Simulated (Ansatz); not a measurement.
Relaxation of a randomly generated symmetric cell of Ag (space group No. 65); 1 atom in the cell, which starts as Cmmm (No. 65), oS2; a = 2.3586 Å, b = 3.8658 Å, c = 4.0824 Å, α = 90.00°, β = 90.00°, γ = 90.00°. These are PBE (plane waves to 420 eV, PAW, scalar-relativistic; Ansatz, a quantum-chemistry and plane-wave program) values and carry that method's errors. Γ-centred k-mesh 16×16×8 on the run's cell (coarser than for final values), Fermi–Dirac smearing 0.05 eV. This is the first round of the run. 

The optimiser's lines from the output (shortened; P is positive under compression):

```
relax step   1: F+E_penalty+E_count = -7587.74175439 eV  Δ(F+E_penalty+E_count) = +0.000e0 eV  max|allowed force component| = 0.000e0 eV/Å  Δτ_max = 0.0000 Å  P = +95.020 GPa  Ω = 18.612 Å³  (7 SCF iters, dr2 threshold 1.00e-7 eV, accepted)
relax step   2: F+E_penalty+E_count = -7588.91761537 eV  Δ(F+E_penalty+E_count) = -1.176e0 eV  max|allowed force component| = 0.000e0 eV/Å  Δτ_max = 0.0000 Å  P = +54.367 GPa  Ω = 20.293 Å³  (6 SCF iters, dr2 threshold 1.00e-7 eV, accepted)
relax step   3: F+E_penalty+E_count = -7589.59930032 eV  Δ(F+E_penalty+E_count) = -6.817e-1 eV  max|allowed force component| = 0.000e0 eV/Å  Δτ_max = 0.0000 Å  P = +29.062 GPa  Ω = 21.998 Å³  (6 SCF iters, dr2 threshold 1.00e-7 eV, accepted)
relax step   4: F+E_penalty+E_count = -7589.97576376 eV  Δ(F+E_penalty+E_count) = -3.765e-1 eV  max|allowed force component| = 0.000e0 eV/Å  Δτ_max = 0.0000 Å  P = +12.853 GPa  Ω = 23.411 Å³  (6 SCF iters, dr2 threshold 1.00e-7 eV, accepted)
relax step   5: F+E_penalty+E_count = -7590.12637208 eV  Δ(F+E_penalty+E_count) = -1.506e-1 eV  max|allowed force component| = 0.000e0 eV/Å  Δτ_max = 0.0000 Å  P = +3.391 GPa  Ω = 23.837 Å³  (6 SCF iters, dr2 threshold 1.00e-7 eV, accepted)
relax step   6: F+E_penalty+E_count = -7590.17332905 eV  Δ(F+E_penalty+E_count) = -4.696e-2 eV  max|allowed force component| = 0.000e0 eV/Å  Δτ_max = 0.0000 Å  P = -0.313 GPa  Ω = 23.306 Å³  (6 SCF iters, dr2 threshold 1.00e-7 eV, accepted)
relax step   7: F+E_penalty+E_count = -7590.21543681 eV  Δ(F+E_penalty+E_count) = -4.211e-2 eV  max|allowed force component| = 0.000e0 eV/Å  Δτ_max = 0.0000 Å  P = -1.805 GPa  Ω = 22.268 Å³  (6 SCF iters, dr2 threshold 1.00e-7 eV, accepted)
relax step   8: F+E_penalty+E_count = -7590.26765889 eV  Δ(F+E_penalty+E_count) = -5.222e-2 eV  max|allowed force component| = 0.000e0 eV/Å  Δτ_max = 0.0000 Å  P = -2.657 GPa  Ω = 21.139 Å³  (6 SCF iters, dr2 threshold 1.00e-7 eV, accepted)
relax step   9: F+E_penalty+E_count = -7590.32714628 eV  Δ(F+E_penalty+E_count) = -5.949e-2 eV  max|allowed force component| = 0.000e0 eV/Å  Δτ_max = 0.0000 Å  P = -2.568 GPa  Ω = 19.910 Å³  (6 SCF iters, dr2 threshold 1.00e-7 eV, accepted)
relax step  10: F+E_penalty+E_count = -7590.36637851 eV  Δ(F+E_penalty+E_count) = -3.923e-2 eV  max|allowed force component| = 0.000e0 eV/Å  Δτ_max = 0.0000 Å  P = -1.737 GPa  Ω = 18.894 Å³  (6 SCF iters, dr2 threshold 1.00e-7 eV, accepted)
relax step  11: F+E_penalty+E_count = -7590.36703099 eV  Δ(F+E_penalty+E_count) = -6.525e-4 eV  max|allowed force component| = 0.000e0 eV/Å  Δτ_max = 0.0000 Å  P = +1.759 GPa  Ω = 18.458 Å³  (5 SCF iters, dr2 threshold 1.00e-7 eV, accepted)
relax step  12: F+E_penalty+E_count = -7590.36827622 eV  Δ(F+E_penalty+E_count) = -1.245e-3 eV  max|allowed force component| = 0.000e0 eV/Å  Δτ_max = 0.0000 Å  P = -0.041 GPa  Ω = 18.682 Å³  (5 SCF iters, dr2 threshold 1.00e-7 eV, accepted)
relax step  13: F+E_penalty+E_count = -7590.36828428 eV  Δ(F+E_penalty+E_count) = -8.059e-6 eV  max|allowed force component| = 0.000e0 eV/Å  Δτ_max = 0.0000 Å  P = +0.009 GPa  Ω = 18.677 Å³  (2 SCF iters, dr2 threshold 2.63e-8 eV, accepted)
relax step  14: F+E_penalty+E_count = -7590.36828255 eV  Δ(F+E_penalty+E_count) = +1.728e-6 eV  max|allowed force component| = 0.000e0 eV/Å  Δτ_max = 0.0000 Å  P = +0.000 GPa  Ω = 18.679 Å³  (4 SCF iters, dr2 threshold 1.33e-9 eV, accepted)
relax step  15: F+E_penalty+E_count = -7590.41372563 eV  Δ(F+E_penalty+E_count) = -4.544e-2 eV  max|allowed force component| = 0.000e0 eV/Å  Δτ_max = 0.0000 Å  P = +3.815 GPa  Ω = 18.679 Å³  stress off target by 6.82e0 GPa  SCF on the basis re-selected at this cell (its energy is not comparable with the rows above)  (7 SCF iters)
relax step  16: F+E_penalty+E_count = -7590.42527834 eV  Δ(F+E_penalty+E_count) = -1.155e-2 eV  max|allowed force component| = 0.000e0 eV/Å  Δτ_max = 0.0000 Å  P = +1.435 GPa  Ω = 19.119 Å³  (5 SCF iters, dr2 threshold 1.00e-7 eV, accepted)
relax step  17: F+E_penalty+E_count = -7590.42776740 eV  Δ(F+E_penalty+E_count) = -2.489e-3 eV  max|allowed force component| = 0.000e0 eV/Å  Δτ_max = 0.0000 Å  P = +0.183 GPa  Ω = 19.391 Å³  (4 SCF iters, dr2 threshold 1.00e-7 eV, accepted)
relax step  18: F+E_penalty+E_count = -7590.42797886 eV  Δ(F+E_penalty+E_count) = -2.115e-4 eV  max|allowed force component| = 0.000e0 eV/Å  Δτ_max = 0.0000 Å  P = +0.023 GPa  Ω = 19.427 Å³  (4 SCF iters, dr2 threshold 1.00e-7 eV, accepted)
relax step  19: F+E_penalty+E_count = -7590.42801061 eV  Δ(F+E_penalty+E_count) = -3.175e-5 eV  max|allowed force component| = 0.000e0 eV/Å  Δτ_max = 0.0000 Å  P = +0.001 GPa  Ω = 19.432 Å³  (4 SCF iters, dr2 threshold 6.45e-8 eV, accepted)
relax step  20: F+E_penalty+E_count = -7590.42801215 eV  Δ(F+E_penalty+E_count) = -1.542e-6 eV  max|allowed force component| = 0.000e0 eV/Å  Δτ_max = 0.0000 Å  P = -0.000 GPa  Ω = 19.433 Å³  (3 SCF iters, dr2 threshold 2.53e-9 eV, accepted)
relax step  21: F+E_penalty+E_count = -7590.42837762 eV  Δ(F+E_penalty+E_count) = -3.655e-4 eV  max|allowed force component| = 0.000e0 eV/Å  Δτ_max = 0.0000 Å  P = -0.023 GPa  Ω = 19.433 Å³  stress off target by 3.51e-2 GPa  SCF on the basis re-selected at this cell (its energy is not comparable with the rows above)  (6 SCF iters)
relax step  22: F+E_penalty+E_count = -7590.42838076 eV  Δ(F+E_penalty+E_count) = -3.149e-6 eV  max|allowed force component| = 0.000e0 eV/Å  Δτ_max = 0.0000 Å  P = -0.002 GPa  Ω = 19.427 Å³  (3 SCF iters, dr2 threshold 3.08e-9 eV, accepted)
relax step  23: F+E_penalty+E_count = -7590.42837868 eV  Δ(F+E_penalty+E_count) = +2.081e-6 eV  max|allowed force component| = 0.000e0 eV/Å  Δτ_max = 0.0000 Å  P = -0.002 GPa  Ω = 19.427 Å³  stress off target by 7.72e-3 GPa  SCF on the basis re-selected at this cell (its energy is not comparable with the rows above)  (5 SCF iters)
```

From the first to the last row the energy changes by -2.69 eV/atom and the volume by +4.4 %. The last row is marked as not comparable with the walk above it, whose basis was carried along; it does compare with step 1, since both stand on a basis selected at the nominal cutoff for their own cell.

Energy and pressure jump between steps 14 and 15 at one geometry, where the plane-wave basis was selected anew. While the cell walks, the set of plane waves is carried along, so its effective cutoff drifts with the strain; re-selecting it at 420 eV moved the energy by -0.045 eV/atom and the pressure by 3.8 GPa. Only step 1 and rows on a re-selected basis compare with each other.

Later rounds, restarted from the end of this one on a renewed k-mesh, logged 8 more steps and released under 0.01 eV/atom more. The final structure after all rounds: P6/mmm (No. 191), hP1, AFLOW prototype A_hP1_191_a (A_f, as in Sn); a = b = 2.846 Å, c = 2.771 Å, α = β = 90.00°, γ = 120.00°. Between re-selections the logged energies stand on a plane-wave basis carried along with the cell. No spin polarisation in the result.

The run could not lose the symmetry of its start, so the end can be a saddle point.

The relaxed structure here is a generated cell of Ag: the first start was made by a random draw of sites in a space group, and the end was not matched to a known phase here, so it may be hypothetical. Known forms of Ag include space group No. 225.
